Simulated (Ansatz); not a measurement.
F in its lowest state found on the top face of a (110) slab of Al2Cu (I4/mcm (No. 140)), 7 planes, outer planes Al (top) and Al (bottom); 1 a cell of 20.46 Å², its atoms last:

```
CELL_PARAMETERS angstrom
4.82785 0.00000 0.00000
-2.41392 4.23776 0.00000
0.00000 0.00000 24.77488
ATOMIC_POSITIONS crystal
Al 0.75000 0.50000 0.34309
Cu 0.75000 0.00000 0.37411
Cu 0.25000 0.00000 0.37411
Al 0.25000 0.50000 0.40513
Al 0.90857 0.81715 0.45810
Al 0.59160 0.18320 0.45808
Al 0.25022 0.50045 0.52083
Cu 0.25019 0.00043 0.54200
Cu 0.75023 0.00043 0.54200
Al 0.75019 0.50039 0.58050
F 0.74990 0.49980 0.64710
```

These are results of Ansatz, DFT PBEsol, scalar-relativistic, plane waves, PAW, not measurements. Settings: cutoff 420 eV, Γ-centred mesh 7×7×1 on the computed 11-atom cell, Gaussian smearing of 0.10 eV; no spin polarisation. A dipole correction removes the field between periodic images along c.

The clean top face has a work function of 4.47 eV. Adsorption changes the slab's dipole along +c by Δp = -0.3096 e·Å a cell (-1.49 D an adsorbate).

Problem. What change of work function does the Helmholtz equation give?

Solution. A sheet of dipoles makes a step in an electron's potential energy of −e·Δp/(ε0·A), and e/ε0 = 180.95 eV·Å for Δp in e·Å: −180.95 × (-0.3096)/20.46 = +2.74 eV. This is the change of φ(top) − φ(bottom). If the bottom face is unmoved, φ(top) becomes 7.21 eV.

Problem. How does that compare with the calculation?

Solution. φ(top) changes by +2.68 eV and φ(bottom) by -0.06 eV, so their difference changes by +2.74 eV. The slab is thin enough for the adsorbate to shift the Fermi level against the bottom face too.

Problem. What does the sign say about the electrons?

Solution. The change of dipole points into the surface (negative end outward), so the work function rises. Electrons gather on the vacuum side. Δp also holds the adsorbate's own dipole and the moves of the surface atoms, so it isn't a charge transfer alone.

Spin polarisation was left out, and a magnetic state may lie lower.

Cost: 4 runs of about 39 core-minutes in all, on AMD EPYC 7R43 (Zen 3) (shared hosts).